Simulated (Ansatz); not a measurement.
Sc$_{2}$Al (MoSi2 or CaC2 type, I4/mmm) at seven volumes, the program Ansatz at the r²SCAN level (PAW), shape and atoms relaxed at each. One row is withheld.

```csv
V (Å³/atom),P (GPa)
19.361,7.84
19.999,4.86
20.638,2.26
21.276,0.00
21.914,?
22.553,-3.68
23.191,-5.16
```

Q: Fit the shown pressures and predict the withheld one.

A: Third-order Birch–Murnaghan: P = (3/2)B₀(x^(7/2) − x^(5/2))[1 + (3/4)(B′ − 4)(x − 1)] with x = (V₀/V)^(2/3). Least squares on the six rows gives V₀ = 21.277 Å³/atom, B₀ = 70.10 GPa, B′ = 3.62. At V = 21.914, x = 0.9805 and P = -1.96 GPa. The run itself gave -1.97 GPa.

A made-up cell: these elements were put on the sites of a structure type; neither database checked (COD, Materials Project) lists it. Whether it is the stable phase at ambient conditions was not checked. Symmetry was held in the r²SCAN relaxation; whether a distortion lowers the energy is not shown. No spin polarisation was allowed.

Potentials: the earlier of the program's two PAW sets.
